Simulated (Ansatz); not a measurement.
SrO (rock salt, Fm-3m), r²SCAN (plane waves, PAW; program Ansatz): ε∞ = 3.52, cell volume 34.34 Å³. Infrared-active transverse modes:

```json
[
 {"ω_TO (cm⁻¹)": "213.9", "oscillator strength S_xx (e²/amu)": "0.4304"}
]
```

Q: Compute the static dielectric constant.

A: Each mode adds (4.921e7/V) S/ω²: 13.48. So ε0 = 17.0.

Q: What LO frequency does the Lyddane–Sachs–Teller relation give?

A: ω_LO = ω_TO √(ε0/ε∞) = 470 cm⁻¹.

The cell was relaxed with r²SCAN under the symmetry of its start; phonons on a q-mesh show no instability. Scalar-relativistic: spin–orbit coupling is off unless named, which matters more the heavier the elements.

Potentials: the later of the program's two PAW sets.
